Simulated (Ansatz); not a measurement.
The start is a relaxed Ta cell displaced along its unstable phonon at q = Γ (89i cm⁻¹), largest move 0.15 Å. The structure is fully relaxed (lattice and positions, P = 0) with PBEsol (plane waves to 420 eV, PAW, scalar-relativistic; Ansatz, a first-principles code). First-step values are on the input's coarse k-mesh.

Ansatz input (later rounds restart from its end on a renewed k-mesh):
Ansatz 0.2 input:
```yaml
crystal:
  lattice:
    - [1.3500271668, -2.7175040466, 0]
    - [1.3500271668, 2.7175040466, 0]
    - [0, 0, 4.9173948224]
  atoms:
    - { symbol: Ta, position: [0.9218885131, 0.1892203621, 0.25] }
    - { symbol: Ta, position: [0.0781114869, 0.8107796379, 0.75] }
basis: { ecutwfc: 420, ecutrho_ratio: 4, xc_grid: 2, fft_grid_basis: typed }
kpoints: { mp_grid: { grid: [13, 13, 7] } }
hamiltonian:
  xc: pbesol
  dispersion: none
  pseudopotentials: { azcp: { folder: ./paw }, kind: paw }
scf: { occupations: { method: fermi_dirac, width: 0.05 } }
relax: { f_tol: 0.01, max_steps: 100, cell: { stress_tol: 0.02 } }
output: { forces: true, stress: true }
```

Task: How much energy is released per atom?

Result: 0.17 eV/atom.

Task: How does the volume change?

Result: -2.0 %, from 18.04 to 17.67 Å³/atom.

Task: How do the shortest distances between atoms change?

Result: The closest pairs of elements (up to four, under 3.6 Å), start → end: Ta–Ta 2.70 → 2.84 Å.

Task: Is the relaxed structure metallic? Give its gap.

Result: No gap (metallic).

Task: Write out the relaxed structure.

Result: 
Space group Im-3m (No. 229); a = b = c = 3.282 Å, α = β = γ = 90.00°

```tsv
atom	site	symmetry	x	y	z
Ta	2a	m-3m	0.0000	0.0000	0.0000
```
(The calculation used a cell of 1 atom; values per cell refer to that cell.)

Final values are on a 20×20×20 k-mesh of the relaxed cell. No spin polarisation in the result.

The run could not lose the symmetry of its start.

Of the parent cell (Cmcm (No. 63)): it is a generated cell of Ta: the first start was made by placing the elements on the sites of a structure type, and the end was not matched to a known phase here, so it may be hypothetical. Known forms of Ta include space group No. 229.
